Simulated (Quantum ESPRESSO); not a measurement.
# Zn3S2F2: a curve over one atom's position

Computed values, not a measurement. The program is pw.x of Quantum ESPRESSO 7.5 (plane-wave density functional theory). The cell is made up: 7 atoms on a zincblende/diamond lattice with one site empty, with randomly drawn elements, strain and displacements, not relaxed. PseudoDojo standard norm-conserving files (v0.5 for PBE, v0.4.1 for LDA and PBEsol) set the functional; there is no spin polarisation, spin-orbit coupling or dispersion term, and the masses in the input are unused placeholders. A spin-polarised start on this cell or one of its family kept no moment.

Seven runs move atom 2 (Zn, counted in the order of the input) along x and keep all else fixed.

Input of the run at -0.0115:

```
&control calculation='scf', pseudo_dir='./dojo.nc.sr.pbe.v0_5.standard.upf', outdir='./o', disk_io='medium', tprnfor=.true., tstress=.true. /
&system ibrav=0, nat=7, ntyp=3, nbnd=49, ecutwfc=84.00895049, nosym=.true., tot_charge=0,
 occupations='smearing', smearing='fd', degauss=0.0018374661
/
&electrons conv_thr=7.350e-09, electron_maxstep=60, /
ATOMIC_SPECIES
F 1.0 F.upf
S 1.0 S.upf
Zn 1.0 Zn.upf
CELL_PARAMETERS angstrom
5.0306 -0.0102 -0.0256
-0.0102 5.0091 0.0335
-0.0256 0.0335 4.9946
ATOMIC_POSITIONS angstrom
Zn -0.009 2.5209 2.4606
Zn 2.4393 0.0163 2.531
Zn 2.493 2.5043 0.0306
S 1.2011 1.2464 1.2293
S 1.2324 3.8327 3.8206
F 3.7522 1.3317 3.749
F 3.7813 3.7701 1.22
K_POINTS automatic
4 4 4 1 1 1
```

```
shift of atom 2 along x (Å)  free energy less that of the input shown (eV)  Fx on atom 2 (eV/Å)  Fy on atom 2 (eV/Å)  Fz on atom 2 (eV/Å)  pressure (GPa)  next band up at Gamma (eV)  iterations
                    -0.1039                                         0.1490                1.976                0.650               -0.580            5.97                       1.445          10
                    -0.0893                                         0.1210                1.861                0.624               -0.556            5.79                       1.415          10
                    -0.0678                                         0.0828                1.692                0.586               -0.522            5.55                       1.370          10
                    -0.0115                                         0.0000                1.250                0.491               -0.440            4.96                       1.255          10
                    +0.0367                                        -0.0513                0.878                0.414               -0.379            4.51                       1.159          10
                    +0.1038                                        -0.0932                0.374                0.314               -0.306            3.98                       1.028          10
                    +0.1277                                        -0.1000                0.200                0.280               -0.284            3.82                       0.982          10
```

A cubic fit gives dFx/dx = -7.76 eV/Å² at zero shift. Across the table the free energy follows the integral of the force to within 0.1 meV. A rerun of one of the cells at 1437 eV and a 6 x 6 x 6 mesh moved values by no more than 0.002 eV in energy, 0.02 GPa in stress and 0.002 eV/Å in force. The band column is the level of band 44 at Gamma less that of band 43, whose number is half the electron count, rounded up; it comes from a band step after each run.